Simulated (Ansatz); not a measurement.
ZnAg:
```yaml
crystal:
  lattice:
    - [3.07705, 0.00000, 0.00000]
    - [0.00000, 3.07705, 0.00000]
    - [0.00000, 0.00000, 3.07705]
  atoms:
    - { symbol: Zn, position: [0.50000, 0.50000, 0.50000] }
    - { symbol: Ag, position: [0.00000, 0.00000, 0.00000] }
```

Relaxed with LDA. Special points in fractions of this cell's reciprocal vectors: Γ (0.000, 0.000, 0.000); X (0.000, 0.500, 0.000); M (0.500, 0.500, 0.000); R (0.500, 0.500, 0.500).

Task: List the band energies nearest the Fermi level at these points for plane-wave PAW LDA (Ansatz code).

Result: In eV from the Fermi level; about four levels below and three above (degenerate sets whole), none deeper than 8.9 eV; points with the same levels are listed once.

| k | below | above |
|---|---|---|
| Γ | -5.71 -5.71 -4.44 -4.44 -4.44 | 5.41 5.41 5.41 |
| X | -5.40 -5.40 -4.62 -2.67 | 11.01 11.01 11.19 |
| M | -4.64 -4.64 -4.05 -1.89 -1.89 | 1.73 2.44 11.13 |
| R | -6.65 -6.65 -6.65 -4.01 -4.01 | 1.80 4.21 4.21 4.21 |

Space group Pm-3m (CsCl type). The workflow started from a Materials Project entry (that database holds measured and hypothetical structures alike); the Crystallography Open Database files this formula in space group No. 221, but the cells were not matched. Whether it is the stable phase at ambient conditions was not checked. The cell was relaxed with LDA under the symmetry of its start; of distortions, only those at the zone centre were tested. No spin polarisation was allowed. Scalar-relativistic: spin–orbit coupling is off unless named, which matters more the heavier the elements.

Potentials: the later of the program's two PAW sets.
